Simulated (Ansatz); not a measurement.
Space group I4/mcm (No. 140). a = 5.807 Å, b = 5.807 Å, c = 4.880 Å, α = 90.00°, β = 90.00°, γ = 90.00°
```json
{"atom": "Fe", "site": "4a", "symmetry": "422", "x": "0.0000", "y": "0.0000", "z": "0.7500"}
{"atom": "Ge", "site": "8h", "symmetry": "m.2m", "x": "0.6567", "y": "0.1567", "z": "0.0000"}
```

Equation of state of this FeGe$_{2}$ structure (not necessarily the ground state), with shape and atoms relaxed at each volume where symmetry leaves them free. It has no gap at any of these volumes. Method: DFT PBEsol, scalar-relativistic, plane waves, PAW (Ansatz).

Settings: cutoff 420 eV, Γ-centred mesh 10×10×10 on the computed 6-atom cell, Gaussian smearing of 0.10 eV; collinear spin.

| V (Å³/atom) | E − E(largest V) (meV/atom) | P (GPa) |
| --- | --- | --- |
| 12.890 | 5.86 | 10.77 |
| 13.302 | -13.95 | 4.88 |
| 13.713 | -19.98 | 0.00 |
| 14.124 | -14.64 | -4.01 |
| 14.536 | 0.00 | -7.24 |

Task: Fit a third-order Birch–Murnaghan equation to E(V).

Result: V0 = 13.71 Å³/atom, B0 = 147 GPa, B0' = 5.5.

Only parallel moments were tried here.